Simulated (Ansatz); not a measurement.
A relaxed cell of MgCd₃Te₄ is given with its symmetry left out. The cell was found from a structure generator's guess, not taken from experiment.

All numbers below come from DFT PBE, scalar-relativistic, plane waves, PAW in Ansatz 0.2.0. Cutoff 420 eV, Γ-centred mesh, Gaussian smearing, no spin polarisation.

```
Mg Cd Te
1.0
     6.59115    0.00000    0.00000
     0.00000    6.59115    0.00000
     0.00000    0.00000    6.59115
Mg Cd Te
1 3 4
Cartesian
  0.0000 0.0000 0.0000
  0.0000 3.2956 3.2956
  3.2956 0.0000 3.2956
  3.2956 3.2956 0.0000
  4.9612 4.9612 1.6299
  4.9612 1.6299 4.9612
  1.6299 4.9612 4.9612
  1.6299 1.6299 1.6299
```

Energies over the elements count from the elements' standard structures at the same level, with no fitted energy shifts.

(1) What space group does it have?

(2) How far does it lie from the elements in energy?

(3) Is it a metal?

Results:

(1) P-43m (No. 215), with Mg and Cd ordered on zinc blende sites. Conventional cell: a = 6.591 Å. Mg has 4 Te at 2.82 Å; around Cd lie 4 Te at 2.86 Å; Te is surrounded by 1 Mg at 2.82 Å and 3 Cd at 2.86 Å.

(2) −0.566 eV/atom. It lies below the elements, which doesn't yet make it stable against other compounds or structures.

(3) No, the gap on the 4×4×4 mesh is 1.00 eV.

The last run used a 4×4×4 mesh for its 8-atom cell and Gaussian smearing of 0.02 eV. Spin–orbit coupling, which can matter for Te, is left out. Kohn–Sham gaps at this level usually fall short of measured ones. The missing spin–orbit coupling can work the other way here. The reference form of Te is held partly by dispersion forces, which this level lacks. A later test with randomly moved atoms came back to the same energy, though modes that don't fit the test's cell weren't probed.
